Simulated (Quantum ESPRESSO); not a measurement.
**Band energies of ZnTe at -3 % isotropic strain**

```xyz
2
Lattice="0.0000 2.9412 2.9412 2.9412 0.0000 2.9412 2.9412 2.9412 0.0000" Properties=species:S:1:pos:R:3 pbc="T T T"
Zn     2.9412     2.9412     2.9412
Te     4.4118     4.4118     4.4118
```

norm-conserving PBEsol (Quantum ESPRESSO, 84 Ry, without SOC); path ΓXWKΓLUWLK,UX; energies in eV from the valence-band maximum.

```csv
k (1/Å),point,band 14,band 15,band 16,band 17,band 18,band 19,band 20,band 21
0.00,Γ,-7.03,-7.03,0.00,0.00,0.00,1.69,4.25,4.25
0.21,,-7.04,-7.03,-1.03,-0.40,-0.40,2.68,3.77,4.82
0.53,,-7.05,-7.01,-3.21,-1.58,-1.58,2.47,3.67,6.88
0.85,,-7.00,-6.92,-5.04,-2.44,-2.43,1.94,2.49,9.32
1.07,X,-7.00,-6.77,-5.58,-2.61,-2.61,1.99,2.06,10.38
1.47,,-7.03,-6.67,-5.49,-3.27,-3.10,3.93,4.07,6.83
1.60,W,-7.06,-6.65,-5.46,-3.37,-3.17,4.74,4.88,5.86
1.85,,-7.03,-6.69,-5.48,-3.64,-2.41,2.83,4.83,7.33
1.98,K,-7.02,-6.70,-5.49,-3.68,-2.18,2.42,4.80,8.02
2.19,,-7.04,-6.83,-5.24,-3.65,-1.65,2.90,6.05,6.83
2.39,,-7.04,-6.99,-4.55,-2.97,-1.05,3.33,5.51,5.78
2.70,,-7.04,-7.02,-2.73,-1.39,-0.31,3.08,4.50,4.75
3.01,,-7.03,-7.03,-0.40,-0.11,-0.02,1.99,4.22,4.28
3.11,Γ,-7.03,-7.03,0.00,0.00,0.00,1.69,4.25,4.25
3.22,,-7.03,-7.03,-0.42,-0.05,-0.05,1.98,4.27,4.32
3.52,,-7.03,-7.03,-3.03,-0.53,-0.53,2.33,4.92,4.92
3.83,,-7.03,-7.03,-5.24,-0.99,-0.99,1.94,4.99,4.99
4.04,L,-7.02,-6.85,-5.92,-1.08,-1.08,1.85,4.93,4.93
4.15,,-7.02,-6.84,-5.89,-1.38,-1.15,2.14,4.77,5.07
4.36,,-7.02,-6.80,-5.66,-2.71,-1.55,2.92,4.86,6.05
4.69,U,-7.02,-6.70,-5.49,-3.68,-2.18,2.42,4.80,8.02
4.98,,-7.05,-6.66,-5.46,-3.46,-2.99,4.14,4.90,6.18
5.07,W,-7.06,-6.65,-5.46,-3.37,-3.17,4.74,4.88,5.86
5.16,,-7.06,-6.67,-5.45,-3.50,-2.94,4.48,4.97,5.73
5.45,,-7.03,-6.79,-5.59,-2.93,-1.83,3.53,4.32,6.49
5.73,,-7.02,-6.84,-5.90,-1.31,-1.13,2.08,4.80,5.04
5.82,L,-7.02,-6.85,-5.92,-1.08,-1.08,1.85,4.93,4.93
5.99,,-7.02,-6.83,-5.85,-1.68,-1.22,2.42,4.65,5.24
6.15,,-7.02,-6.80,-5.66,-2.71,-1.55,2.92,4.86,6.05
6.40,,-7.02,-6.72,-5.46,-3.69,-2.06,2.53,5.30,7.49
6.48,K,-7.02,-6.70,-5.49,-3.68,-2.18,2.42,4.80,8.02
6.48,U,-7.02,-6.70,-5.49,-3.68,-2.18,2.42,4.80,8.02
6.57,,-7.01,-6.71,-5.53,-3.43,-2.36,2.25,3.79,8.63
6.86,X,-7.00,-6.77,-5.58,-2.61,-2.61,1.99,2.06,10.38
```

The PBEsol gap is direct, 1.69 eV at Γ.

Without spin-orbit coupling, band edges of such heavy elements can be off by tenths of an eV.

Geometry strained from the cell relaxed with PBEsol, atoms relaxed again.
